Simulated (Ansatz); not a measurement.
# Property card for Be

Be:
Space group Fd-3m, origin choice 1 (No. 227); a = b = c = 4.931 Å, α = β = γ = 90.00°

```
atom  site  symmetry       x       y       z
----  ----  --------  ------  ------  ------
Be      8b      -43m  0.5000  0.5000  0.5000
```
(The calculation used a cell of 2 atoms; values per cell refer to that cell.)

Space group Fd-3m (No. 227), diamond; conventional cell a = b = c = 4.931 Å, α = β = γ = 90.00°.

Method: r²SCAN (plane waves, PAW; program Ansatz). The cell and atoms are relaxed at this level. Other levels are named where they apply.

**Cell and energy**

```yaml
volume_per_atom: 14.99 Å³
density: 1.00 g/cm³
```

**Electronic structure**

```yaml
electronic_character: metallic (no gap)
Density of states at the Fermi level: 0.44 states/eV per atom (mean over ±0.08 eV)
```

**Mechanics**

```yaml
Bulk modulus (Birch–Murnaghan fit): 43.3 GPa
Pressure derivative B′: 3.3
Elastic constants (relaxed ions, GPa): C11 = 2.7, C12 = 63.0, C44 = -65.3
mechanical_stability: unstable (C has a negative eigenvalue)
```

**Phonons**

```yaml
highest_zone_centre_frequency: 502 cm^-1
zone_centre_stability: no imaginary mode at Γ
```

The cell is a constructed one: a structure type filled with these elements; neither database checked (COD, Materials Project) lists it. It is not the phase usual at ambient conditions (space group No. 194). The cell was relaxed with r²SCAN under the symmetry of its start. As this level gives no gap, shear constants depend on the k-mesh and smearing (Fermi–Dirac, 0.1 eV here). As this level gives no gap, phonon frequencies hold no LO–TO term and depend on the k-mesh and smearing (Fermi–Dirac, 0.1 eV here).

Potentials: the later of the program's two PAW sets.
